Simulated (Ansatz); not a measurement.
A scan (energy against volume; even scaling of the relaxed cell, symmetry kept) gave these values. Calculation: PBE (plane waves to 420 eV, PAW, scalar-relativistic; Ansatz, a quantum-chemistry and plane-wave program).

- Bulk modulus B₀ (third-order Birch-Murnaghan fit) = 222 GPa
- Pressure derivative B₀′ (fit) = 4.1
- Equilibrium volume of the fit = 13.05 Å³/atom

Task: Of these crystals, all scanned alike, which one is it?
(A) Nb₃Sn (A15, Cr3Si type)
(B) ZnSe (zinc blende)
(C) CsPbBr₃ (cubic perovskite)
(D) ZrC (rock salt)

Result: D, ZrC (rock salt). The others have, for the bulk modulus: ZnSe 56.6 GPa, Nb3Sn 161 GPa, CsPbBr3 18.5 GPa

All were relaxed with their symmetry unable to fall. Nb3Sn is run without spin polarisation. Spin-orbit coupling is left out. This is a high-temperature form of CsPbBr3. ZrC is run without spin polarisation.

(Under strain, the slope of the energy per volume gives the stress and its curvature an elastic modulus.)
